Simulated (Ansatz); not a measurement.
## Computed properties of MgTiNO

MgTiNO:
```
MgTiNO
1.0
    2.96633     0.00000     0.00000
    0.00000     2.96633     0.00000
    0.00000     0.00000     4.33288
Ti N Mg O
1 1 1 1
Cartesian
  0.00000   0.00000   0.00000
  1.48316   1.48316   0.00000
  1.48316   1.48316   2.16644
  0.00000   0.00000   2.16644
```
The run is spin-polarised; directions of the spins, atom by atom: 0 0 0 0.

Space group P4/mmm (No. 123); conventional cell a = b = 2.9663 Å, c = 4.3329 Å, α = β = γ = 90.00°.

Method: DFT-r²SCAN in the program Ansatz with PAW potentials. Structure relaxed to zero pressure with the same functional. Other levels are named where they apply.

### Cell and energy

Volume per atom: 9.53 Å³
Density: 4.45 g/cm³
Formation energy from the elements (no fitted shifts): -2.23 eV/atom

### Electronic structure

- Electronic character = metallic (no gap)
- Density of states at the Fermi level = 0.34 states/eV per atom (mean over ±0.08 eV)

### Magnetism

- Magnetic order = ferromagnetic
- Net moment = 0.03 μB per atom

### Mechanics

- Bulk modulus (Birch–Murnaghan fit) = 212 GPa
- Pressure derivative B′ = 4.9

### Charges

- Bader charges: Ti +1.86, N -1.97, Mg +1.74, O -1.63 e

The start of the workflow was typed in or built on a structure type; neither database checked (COD, Materials Project) lists it. Whether it is the stable phase at ambient conditions was not checked. The cell was relaxed with r²SCAN under the symmetry of its start; its stability against distortions is not shown here. Magnetic state: ferromagnetic, the only order run, not a proven ground state. The cell computed holds one magnetic atom, so no antiferromagnetic order was within reach. Other orbital occupations within this spin state were not tried. No Hubbard U is applied. The compound may be a true metal, but semilocal functionals without U, or a wrong spin order, can also close a gap. The references are the lowest solids computed at this level, not always the standard phases (solids in place of the gases).

Potentials: the earlier of the program's two PAW sets. The files were generated under PBE; for other functionals the program regenerates the frozen cores, and for LDA and PBEsol the local potential too.
